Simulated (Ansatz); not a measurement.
## Ansatz run, KCrO3

Input file of Ansatz 0.2.0:

```yaml
crystal:
  lattice:
    - [3.79879372, 0.0, 0.0]
    - [0.0, 3.79879372, 0.0]
    - [0.0, 0.0, 3.79879372]
  atoms:
    - { symbol: Cr, position: [0.0, 0.0, 0.0], spin: 1.0 }
    - { symbol: O, position: [0.5, 0.0, 0.0] }
    - { symbol: O, position: [0.0, 0.5, 0.0] }
    - { symbol: O, position: [0.0, 0.0, 0.5] }
    - { symbol: K, position: [0.5, 0.5, 0.5] }
kpoints:
  mp_grid: { grid: [6, 6, 6], shift: [0, 0, 0] }
  band_path:
    path:
      - [0.0, 0.0, 0.0]
      - [0.0, 0.5, 0.0]
      - [0.5, 0.5, 0.0]
      - [0.0, 0.0, 0.0]
      - [0.5, 0.5, 0.5]
      - [0.0, 0.5, 0.0]
      - [0.5, 0.5, 0.5]
      - [0.5, 0.5, 0.0]
    npoints: 8
magnetization:
  spin_polarized: true
scf:
  occupations: { method: fermi_dirac }
  lower_state_search: "off"
  max_iter: 200
hamiltonian:
  pseudopotentials: { kind: paw }
  xc: r2scan
  hubbard:
    projectors: all-electron-ortho-atomic
    sites: [{ species: Cr, l: d, u_eff: 5.81 }]
basis:
  ecutwfc: 500
  fft_grid_basis: typed
output:
  forces: true
  stress: true
  eigenvalues: true
  bader: true
  populations: true
  elf: true
  write_potential: true
  volumetric_format: npy
  dos:
    e_range: [-12, 8]
    de: 0.05
    projected: { site_lists: { Cr: [Cr], K: [K], O: [O] } }
checkpoint:
  read: saved_state
```

The run starts from an earlier solution of this cell. Magnetic state (reached from a saved solution, and it need not be the lowest): Cr1 up, O2 down, O3 down, O4 down.

Parts of the output:

```
SCF iter   1: F=-6626.9983 eV  Δρ=6.39e-3  dr2=1.41e-3  dr2_τ=5.65e-3  dr2_m=1.19e-2  M=1.000 μB ∫|m|=4.337 μB
SCF iter   2: F=-6627.0058 eV  Δρ=2.43e-3  dr2=7.11e-4  dr2_τ=6.94e-4  dr2_m=6.47e-5  M=1.000 μB ∫|m|=4.330 μB  κ⁻¹=1.0e0(r=1)
SCF iter   3: F=-6627.0061 eV  Δρ=8.05e-4  dr2=7.23e-5  dr2_τ=6.99e-5  dr2_m=2.98e-5  M=1.000 μB ∫|m|=4.329 μB  κ⁻¹=1.2e-1(r=2)
SCF iter   4: F=-6627.0061 eV  Δρ=2.07e-4  dr2=3.43e-6  dr2_τ=3.08e-6  dr2_m=1.66e-5  M=1.000 μB ∫|m|=4.329 μB
SCF iter   5: F=-6627.0061 eV  Δρ=5.74e-5  dr2=2.48e-6  dr2_τ=2.74e-7  dr2_m=6.04e-7  M=1.000 μB ∫|m|=4.331 μB  κ⁻¹=1.0e0(r=1)
SCF iter   6: F=-6627.0061 eV  Δρ=4.64e-5  dr2=1.86e-6  dr2_τ=6.84e-8  dr2_m=7.48e-8  M=1.000 μB ∫|m|=4.331 μB  κ⁻¹=3.2e-2(r=2)
SCF iter   7: F=-6627.0061 eV  Δρ=3.04e-5  dr2=5.67e-7  dr2_τ=2.81e-8  dr2_m=5.59e-8  M=1.000 μB ∫|m|=4.332 μB  κ⁻¹=1.2e-2(r=3)
SCF iter   8: F=-6627.0061 eV  Δρ=2.26e-5  dr2=2.69e-7  dr2_τ=1.69e-8  dr2_m=6.19e-9  M=1.000 μB ∫|m|=4.332 μB  κ⁻¹=9.9e-3(r=4)
SCF iter   9: F=-6627.0061 eV  Δρ=1.43e-5  dr2=1.15e-7  dr2_τ=8.24e-9  dr2_m=7.07e-10  M=1.000 μB ∫|m|=4.332 μB  κ⁻¹=1.8e-3(r=5)
SCF iter  10: F=-6627.0061 eV  Δρ=5.44e-6  dr2=2.50e-8  dr2_τ=9.35e-10  dr2_m=1.71e-9  M=1.000 μB ∫|m|=4.332 μB
Magnetization: 1.0000 μB (21.0000 up, 20.0000 down)
Absolute magnetization: 4.3322 μB (∫|ρ↑−ρ↓|, with the PAW one-centre terms)
Spin contamination: 1.3706 ħ² per cell (⟨S²⟩ above its minimum at these occupations)
Per-site moments (μB) at R_I (Å): [(2.1554, 0.7835), (-0.4958, 0.7835), (-0.4958, 0.7835), (-0.4958, 0.7835), (-0.0038, 1.1080)]
Free energy (F): -6627.0061 eV
Harris-Foulkes:  -6627.0061 eV  (|F-HF|=1.53e-8)
Internal energy: -6626.8677 eV  (E = F + TS)
E sigma→0 (E₀):  -6626.9369 eV
Entropy (-TS):   -0.1385 eV (-27.695 meV/atom)
Fermi energy:    8.3626 eV
--- Per-component energies (eV) ---
  E_band       = -365.1081
  E_kinetic    = 1123.9153
  E_local      = -3091.8166  (includes V_loc(G=0)·N_el)
  E_nonlocal   = 233.6722
  E_hartree    = 1204.5536
  E_xc         = -491.7062
  E_vxc        = -702.7113  (∫ρ·V_xc dr)
  E_hubbard    = 3.9335  (on-site DFT+U / exact-exchange correction)
  E_vhub       = -4.2482  (the Hubbard potential's part of the band-sum identity)
  E_paw        = -2467.6799  (= ΣΔE_a)
  E_vpaw       = -376.6905  (= ΣTr[D̂ρ^β])
  E_aug_tail   = 0.0034  (compensation charges beyond the density's cutoff)
  E_vtau       = 43.6552  (kinetic-family band-sum trace: ∫τ·v_τ [+ j·A + Jᵃ·Aᵃ] dr)
  E_ewald      = -3141.1788
  E_core_change = -0.5643  (= ΣΔE_core)
  E_smearing   = -0.1385  (= −TS)
--- Stress (GPa, compression-positive) ---
       12.2490       0.0000       0.0000
        0.0000      12.2490       0.0000
        0.0000       0.0000      12.2490
  P = ⅓ Tr σ = 12.2490 GPa (122.490 kbar)
--- Löwdin populations: 5 sites ---
  site symbol       q [e]    m [muB]
     0     Cr     12.5186     2.6439
     1      O      6.6962    -0.5830
     2      O      6.6962    -0.5830
     3      O      6.6962    -0.5830
     4      K      8.1784     0.0289
  spilling = 0.0052 (of n_electrons = 41.0000)
--- Bader charges: 5 sites ---
  site symbol  charge [e]  shift [e]    m [muB]
     0     Cr      2.1148     0.0038     2.5242
     1      O     -0.9805     0.0013    -0.5089
     2      O     -0.9805     0.0013    -0.5089
     3      O     -0.9805     0.0013    -0.5089
     4      K      0.8265     0.0000     0.0024
```

Absolute energies hang on the potentials; compare differences alone.

Origin: a known structure type with other elements, at an estimated volume, so it need not be a known compound. Caveats: atoms or cell far from equilibrium.
